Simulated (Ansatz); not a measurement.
LaPt2 (cubic Laves (MgCu2 type), Fd-3m), a = b = c = 7.823 Å, α = β = γ = 90.00°; the cell used has 6 atoms.

Relaxed with r²SCAN.

Q: Tabulate the valence density and the electron localisation function along the shortest Pt–La contact (3.24 Å), r²SCAN in the plane-wave PAW code Ansatz.

A: 

| distance from Pt (Å) | density (e/Å³) | ELF |
|---|---|---|
| 0.32 | 9.88 | 0.67 |
| 0.49 | 7.34 | 0.66 |
| 0.65 | 4.44 | 0.61 |
| 0.81 | 2.15 | 0.51 |
| 0.97 | 0.96 | 0.41 |
| 1.14 | 0.51 | 0.35 |
| 1.30 | 0.31 | 0.33 |
| 1.46 | 0.22 | 0.27 |
| 1.62 | 0.18 | 0.16 |
| 1.78 | 0.19 | 0.13 |
| 1.95 | 0.27 | 0.23 |
| 2.11 | 0.48 | 0.54 |
| 2.27 | 0.85 | 0.77 |
| 2.43 | 1.31 | 0.83 |
| 2.59 | 1.62 | 0.77 |
| 2.76 | 1.62 | 0.54 |
| 2.92 | 1.46 | 0.15 |

The density is the valence pseudo-density with augmentation charge, so density and ELF within about 1 Å of a nucleus are not all-electron values.

The workflow started from an entry of the Crystallography Open Database (COD). Its standing as an ambient phase is unchecked. Symmetry was held in the r²SCAN relaxation; whether a distortion lowers the energy is not shown. The run is not spin-polarised. Spin–orbit coupling is left out wherever it is not named.

Potentials: the later of the program's two PAW sets.
